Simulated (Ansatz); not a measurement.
Here is the system:

Si:
```yaml
crystal:
  lattice:
    - [0.00000, 2.71441, 2.71441]
    - [2.71441, 0.00000, 2.71441]
    - [2.71441, 2.71441, 0.00000]
  atoms:
    - { symbol: Si, position: [0.50000, 0.50000, 0.50000] }
    - { symbol: Si, position: [0.75000, 0.75000, 0.75000] }
```

This is the r²SCAN+D4-relaxed structure.

Problem. All from the program Ansatz at the r²SCAN+D4 level (PAW), unless another level is named. Estimate the smallest direct gap on the standard path.

Solution. 2.74 eV.

Problem. What about the band gap?

Solution. 0.76 eV (indirect).

Problem. What about the valence-band maximum?

Solution. at Γ.

Problem. Next, the conduction-band minimum?

Solution. on the Γ–X line, 84 % of the way from Γ (6 equivalent valleys).

Space group Fd-3m (diamond). The cell was relaxed with r²SCAN+D4 under the symmetry of its start.

Potentials: the earlier of the program's two PAW sets.
